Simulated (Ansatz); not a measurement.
CaTiO3 (cubic perovskite, Pm-3m) at seven volumes, plane-wave PAW HSE06 (Ansatz code), scaled uniformly. One row is withheld.

| V (Å³/atom) | P (GPa) |
|---|---|
| 10.325 | 22.95 |
| 10.665 | 14.09 |
| 11.005 | 6.52 |
| 11.346 | 0.04 |
| 11.686 | -5.49 |
| 12.027 | -10.23 |
| 12.367 | ? |

**Question.** Fit the shown pressures and predict the withheld one.

**Answer.** P = (3/2)B₀(x^(7/2) − x^(5/2))[1 + (3/4)(B′ − 4)(x − 1)] with x = (V₀/V)^(2/3). Least squares on the six rows gives V₀ = 11.348 Å³/atom, B₀ = 199 GPa, B′ = 4.21. At V = 12.367, x = 0.9443 and P = -14.28 GPa. The run itself gave -14.28 GPa.

The cell is a constructed one: a structure type filled with these elements; the Crystallography Open Database files this formula in space group No. 221, but the cells were not matched. Its standing as an ambient phase is unchecked. The cell was relaxed with HSE06 under the symmetry of its start; its stability against distortions is not shown here. The run is not spin-polarised.

Potentials: the later of the program's two PAW sets.
